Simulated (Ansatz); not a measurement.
Data:

Starting cell, HfO2 (fluorite):

```
CELL_PARAMETERS angstrom
      0.00000     2.52923     2.52923
      2.52923     0.00000     2.52923
      2.52923     2.52923     0.00000
ATOMIC_POSITIONS crystal
  Hf 0.00000 0.00000 0.00000
  O  0.25000 0.25000 0.25000
  O  0.75000 0.75000 0.75000
```

A phonon eigenvector at Γ is frozen into this cell: atom i moves by Q times the vector below, so Q is the largest atomic displacement, in Å. The cell is held. It is one choice among 3 degenerate patterns.

| atom | x | y | z |
|---|---|---|---|
| Hf1 | 0.000 | 0.000 | 0.179 |
| O2 | 0.000 | 0.000 | -1.000 |
| O3 | 0.000 | 0.000 | -1.000 |

The numbers are results of r2SCAN (plane waves to 500 eV, PAW, scalar-relativistic; Ansatz, an electronic-structure program), not measurements. k mesh 11×11×11 (Γ-centred), Fermi-Dirac smearing 0.05 eV. The energy includes the smearing's −TS. HfO2 is run without spin polarisation. HfO2 was relaxed with its symmetry unable to fall. Spin-orbit coupling is left out, though Hf is heavy. This is a high-temperature form of HfO2. The zero of ΔE is the undisplaced structure.

The scan covers Q from -0.280 to 0.280 Å in 13 points.

Task: Which space group does the distorted structure have?

Result: I4mm (No. 107), lowered from Fm-3m.

Task: Is the energy the same for equal positive and negative displacements?

Result: Even: the same for both signs.

Task: What is the energy change at Q = 0.280 Å?

Result: 414 meV/cell.

Task: What harmonic wavenumber does the curvature at Q = 0 give?

Result: 238 cm⁻¹.

(For displaced atoms, the force is minus the slope of the energy, and its curvature is a force constant, which sets phonon frequencies.)
